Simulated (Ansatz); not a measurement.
## Collinear states of WSe

Method: DFT r2SCAN, scalar-relativistic, plane waves, PAW (Ansatz 0.2.0).

```yaml
crystal:
  lattice:
    - [0.00000, 2.61556, 2.61556]
    - [2.61556, 0.00000, 2.61556]
    - [2.61556, 2.61556, 0.00000]
  atoms:
    - { symbol: W, position: [0.00000, 0.00000, 0.00000] }
    - { symbol: Se, position: [0.50000, 0.50000, 0.50000] }
```

| Quantity | Value |
| --- | --- |
| plane-wave cutoff | 500 eV |
| Γ-centred k-mesh | 14×14×14 |
| occupation rule | Gaussian smearing, 0.1 eV |
| list of starting moments (μB, in atom order) | 2.5 0 |
| check for lower electronic states after the SCF | off |

All runs keep this geometry, which isn't relaxed for the lowest state (largest force there 0.000 eV/Å, pressure 8.5 GPa) and needn't be a stable compound; relaxing each order would shift the differences by some 20 meV/atom, going by the pressures and a bulk modulus of about 150 GPa. Spin–orbit coupling is left out, which for heavy magnetic ions can matter as much as these differences. r2SCAN tends to overstate moments in metals, so a weak moment here may be absent in the real material. Site moments are spin moments in atom-centred spheres that scale with the neighbour distance. The states are those that the runs reached from these starts; a lower one can exist. No antiferromagnetic start is among these.

Problem. Order the starts by the energy of the state that they reach, lowest first.
A. no spin
B. large parallel starting moments

Solution. B (0.00 meV/atom), A (103 meV/atom).

```
                          start ends energy above lowest (meV/atom) site moments (μB) gap on mesh (eV) P (GPa)
                        no spin non-magnetic                             103     none over 0.05             metal     -2.8
large parallel starting moments ferromagnetic                            0.00            W +1.82             metal      8.5
```

Cost: 2 runs of about 1.3 core-minutes in all, on Intel Xeon Processor @ 2.70GHz (shared hosts).